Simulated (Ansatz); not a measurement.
GaAs in the zincblende structure, relaxed with r2SCAN: 7 runs in Ansatz, each a construction of maximally localised Wannier functions. It is cubic, F-43m (No. 216); conventional cell a = 5.666 Å, 22.74 Å³ an atom. Ga has 4 As at 2.45 Å; As has 4 Ga at 2.45 Å. The values are computed, spin-unpolarised, and not measurements.

```yaml
crystal:
  lattice:
    - [0.00000, 2.83309, 2.83309]
    - [2.83309, 0.00000, 2.83309]
    - [2.83309, 2.83309, 0.00000]
  atoms:
    - { symbol: Ga, position: [0.00000, 0.00000, 0.00000] }
    - { symbol: As, position: [0.25000, 0.25000, 0.25000] }
```

Windows count from the top of the filled bands; a dash means that no such window was set (without an outer window there is no disentanglement).

```csv
functional,SCF mesh,trial orbitals,functions,mesh,window (eV),frozen (eV),Ω total (Å²),Ω invariant (Å²),largest spread (Å²),least projectability,"interpolation miss of the model's filled bands (eV, to the nearest computed level)"
PBE,6×6×6,"As s, As p",4,6×6×6,–,–,8.44,7.85,2.11,0.70,0.340
PBE,6×6×6,"As s, As p",4,8×8×8,–,–,9.10,8.53,2.27,0.69,0.261
PBE,6×6×6,As p,3,6×6×6,–,–,10.02,9.41,3.34,0.52,0.336
r2SCAN,6×6×6,As p,3,6×6×6,–,–,9.75,9.18,3.25,0.54,0.275
HSE06,6×6×6,"As s, As p",4,6×6×6,–,–,7.93,7.37,1.98,0.73,–
```

Question: Estimate from these rows what the further settings give.
```
functional  SCF mesh  trial orbitals  functions   mesh  window (eV)  frozen (eV)
    r2SCAN     6×6×6      As s, As p          4  6×6×6            –            –
       PBE     6×6×6      As s, As p          4  4×4×4            –            –
```

Answer:
```tsv
functional	SCF mesh	trial orbitals	functions	mesh	window (eV)	frozen (eV)	Ω total (Å²)	Ω invariant (Å²)	largest spread (Å²)	least projectability	interpolation miss of the model's filled bands (eV, to the nearest computed level)
r2SCAN	6×6×6	As s, As p	4	6×6×6	–	–	8.19	7.62	2.05	0.72	0.278
PBE	6×6×6	As s, As p	4	4×4×4	–	–	7.17	6.57	1.79	0.74	0.606
```

A dash in the last column means that the miss wasn't evaluated.

For As s, As p with PBE the spread goes 7.17 Å² (4×4×4), 8.44 Å² (6×6×6), 9.10 Å² (8×8×8).

The runs are scalar-relativistic, without spin-orbit coupling.
